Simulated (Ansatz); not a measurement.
GeI$_{2}$ (CdI2 type, P-3m1), plane-wave PAW LDA (Ansatz code), all energies at zero smearing, with the estimated change up to a 700 eV cutoff added, with one set of potentials and settings (totals compare only within such a set). Cell of 3 atoms (1 Ge, 2 I): -18928.408 eV.

| element | reference phase | E (eV/atom) |
|---|---|---|
| Ge | Fd-3m, 2 atoms in the cell | -4215.7216 |
| I | Cmce, 4 atoms in the cell | -7355.8618 |

Formation energy per atom, worked out: (-18928.408 − 1×(-4215.7216) − 2×(-7355.8618))/3 = -0.321 eV/atom (-31 kJ per mol of atoms), at 0 K, without zero-point energy or fitted corrections.

The workflow started from an entry of the Crystallography Open Database (COD), which files this formula under 2 space groups. Its standing as an ambient phase is unchecked. Symmetry was held in the LDA relaxation; of distortions, only those at the zone centre were tested. A crystal of weakly bound layers computed without a dispersion correction: the cell and the soft elastic constants depend strongly on that. The references are the lowest solids computed at this level, not always the standard phases. Scalar-relativistic: spin–orbit coupling is off unless named, which matters more the heavier the elements.

Potentials: the later of the program's two PAW sets.
